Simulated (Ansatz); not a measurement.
Level of theory: DFT PBE+D3(BJ), scalar-relativistic, plane waves, PAW in Ansatz 0.2.0. All cells share a 420 eV cutoff and Γ-centred k meshes spaced at most about 0.3 Å⁻¹ (about 0.25 or finer for metals, 2π included). Collinear spin in cells that started with moments and kept them past the coarse steps, no spin elsewhere.

Temperature and zero-point effects are left out.

Two forms of H4SO were relaxed alike.

1. (site moments under 0.1 μB) Space group F-43m (No. 216), cubic, a = 5.338 Å. H has 3 H at 1.21 Å, 3 O at 2.18 Å and 3 S at 2.32 Å (long against covalent radii, as for large ions); S has 4 O at 2.31 Å and 12 H at 2.32 Å; O has 12 H at 2.18 Å and 4 S at 2.31 Å.

2. (no spin) Space group P4/mmm (No. 123), tetragonal, a = 3.936 Å, c = 2.891 Å. H has 1 O at 1.17 Å, 3 H at 1.60–1.65 Å and 2 S at 2.12 Å; S has 8 H at 2.12 Å; around O lie 4 H at 1.17 Å.

**Question.** Which would you expect to be lower, and how large is the difference?

**Answer.** Cell 2 is lower, by 0.91 eV/atom. Cell 1 has space group F-43m (No. 216), 6.3 Å³/atom and no gap on its mesh; cell 2 has space group P4/mmm (No. 123), 7.5 Å³/atom and no gap. Even the lower one lies +0.21 eV/atom against the reference forms of the elements (uncorrected), so neither is stable at this level. Both come from invented guesses.

With hydrogen, zero-point motion can shift such differences by 10 meV/atom or more. Cells relaxed within their symmetry can be saddle points.
